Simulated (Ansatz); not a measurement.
Method: Ansatz 0.2.0, DFT PBE, scalar-relativistic, plane waves, PAW. All cells share a 420 eV cutoff and Γ-centred k meshes spaced at most about 0.3 Å⁻¹ (about 0.25 or finer for metals, 2π included). No spin polarisation in the final relaxations.

Temperature and zero-point effects are left out.

Compare these two cells of BeS₅, each relaxed at this level.

A.

```cif
data_structure
_symmetry_space_group_name_H-M 'P6/mmm'
_symmetry_Int_Tables_number 191
_cell_length_a 6.5879
_cell_length_b 6.5879
_cell_length_c 3.1639
_cell_angle_alpha 90.000
_cell_angle_beta 90.000
_cell_angle_gamma 120.000
_cell_volume 118.92
loop_
_atom_site_label
_atom_site_type_symbol
_atom_site_symmetry_multiplicity
_atom_site_Wyckoff_symbol
_atom_site_fract_x
_atom_site_fract_y
_atom_site_fract_z
_atom_site_occupancy
Be1 Be 1 a 0.00000 0.00000 0.00000 1
S1 S 3 g 0.00000 0.50000 0.50000 1
S2 S 2 c 0.33333 0.66667 0.00000 1
```

B.

```cif
data_structure
_symmetry_space_group_name_H-M 'P4/mmm'
_symmetry_Int_Tables_number 123
_cell_length_a 6.4507
_cell_length_b 6.4507
_cell_length_c 3.2800
_cell_angle_alpha 90.000
_cell_angle_beta 90.000
_cell_angle_gamma 90.000
_cell_volume 136.49
loop_
_atom_site_label
_atom_site_type_symbol
_atom_site_symmetry_multiplicity
_atom_site_Wyckoff_symbol
_atom_site_fract_x
_atom_site_fract_y
_atom_site_fract_z
_atom_site_occupancy
Be1 Be 1 b 0.00000 0.00000 0.50000 1
S1 S 4 n 0.84874 0.50000 0.00000 1
S2 S 1 d 0.50000 0.50000 0.50000 1
```

**Question.** Which form is favoured at zero pressure, and by what margin per atom?

**Answer.** They are level within the accuracy (2 meV/atom apart, with B the lower in these runs). A has space group P6/mmm (No. 191), 19.8 Å³/atom and no gap on its mesh; B has space group P4/mmm (No. 123), 22.7 Å³/atom and no gap. Counting S atoms around Be (those within 1.25 times the shortest such distance or 1.15 times the sum of covalent radii; a plus sign parts nearer from farther groups; the shortest distance is added where it is long for a bond), A has Be 18 from 3.7 Å and B has Be 16+4 from 3.7 Å. B holds S–S pairs (shortest 1.95 Å); in A the shortest S–S distance is 2.47 Å, near bonding range too. Even the lower one lies +1.07 eV/atom against the reference forms of the elements (uncorrected), so neither is stable at this level. Both come from invented guesses. A third cell relaxed alike, in P4/mmm, lies 0.76 eV/atom below the lower of the two.

For metals, differences of a few meV/atom aren't resolved. Weakly bound directions are ill-defined at this level, which has no dispersion term (P4/mmm), and this can change margins and order among such cells. A magnetic state wasn't ruled out in cells without spin, among them P6/mmm, P4/mmm. Cells relaxed within their symmetry can be saddle points.
